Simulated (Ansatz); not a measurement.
LaN:
```cif
data_LaN
_chemical_formula_sum 'N1 La1'
_space_group_name_H-M_alt 'P 1'
_space_group_IT_number 1
_cell_length_a 3.96313
_cell_length_b 3.96313
_cell_length_c 3.96313
_cell_angle_alpha 60.000
_cell_angle_beta 60.000
_cell_angle_gamma 60.000
loop_
_space_group_symop_operation_xyz
  'x, y, z'
loop_
_atom_site_label
_atom_site_type_symbol
_atom_site_fract_x
_atom_site_fract_y
_atom_site_fract_z
_atom_site_occupancy
N1 N 0.25000 0.25000 0.25000 1
La1 La 0.00000 0.00000 0.00000 1
```

Relaxed with r²SCAN. Independent-particle spectrum: no excitons, no local fields, no scissors shift; 0.1 eV broadening; ε₁ of the summed bands alone.

**Question.** Tabulate the dielectric function from r²SCAN in the plane-wave PAW code Ansatz.

**Answer.** 

```
E (eV)  ε₁ xx  ε₂ xx
------  -----  -----
0.0      7.56   0.00
0.3      7.59   0.00
0.6      7.69   0.00
0.9      7.87   0.00
1.2      8.14   0.00
1.5      8.55   0.00
1.8      9.17   0.00
2.1     10.21   0.00
2.4     12.71   0.09
2.7     15.63   7.27
3.0      8.65   8.38
3.3      8.37   6.91
3.6      7.76   6.66
3.9     10.23   8.62
4.2      6.53  13.13
4.5      3.16   9.97
4.8      1.21  12.59
5.1     -2.16   6.86
5.4      1.29   6.79
5.7     -2.77   5.62
6.0     -0.59   3.30
6.3      0.97   3.46
6.6      1.45   3.93
6.9      1.41   5.33
7.2      0.53   5.62
7.5     -2.14   5.33
7.8     -3.26   2.54
8.1     -0.71   0.64
8.4      0.90   0.93
8.7      2.21   1.34
9.0      3.75   4.37
9.3      0.90   6.10
9.6     -1.61   3.93
9.9     -0.87   2.95
10.2    -0.80   2.39
10.5    -0.83   2.49
10.8    -1.02   1.97
11.1    -0.98   1.53
11.4    -0.81   0.75
11.7    -0.21   0.57
12.0     0.26   0.41
```

**Question.** From ε at 3.1 eV (xx: 8.27 + 7.58i), find n, k, the normal reflectivity and the absorption coefficient.

**Answer.** n = 3.12, k = 1.214, R = 32 %, α = 2kE/ħc = 380000 cm⁻¹.

With all bands, ε∞ without local fields is 7.64.

Space group F-43m (zinc blende). The start of the workflow was typed in or built on a structure type; neither database checked (COD, Materials Project) lists it. COD files the formula under space group No. 225, so this cell is another polymorph or a model. Its standing as an ambient phase is unchecked. The r²SCAN relaxation kept the symmetry of its start; its stability against distortions is not shown here. Scalar-relativistic: spin–orbit coupling is off unless named, which matters more the heavier the elements.

Potentials: the later of the program's two PAW sets.
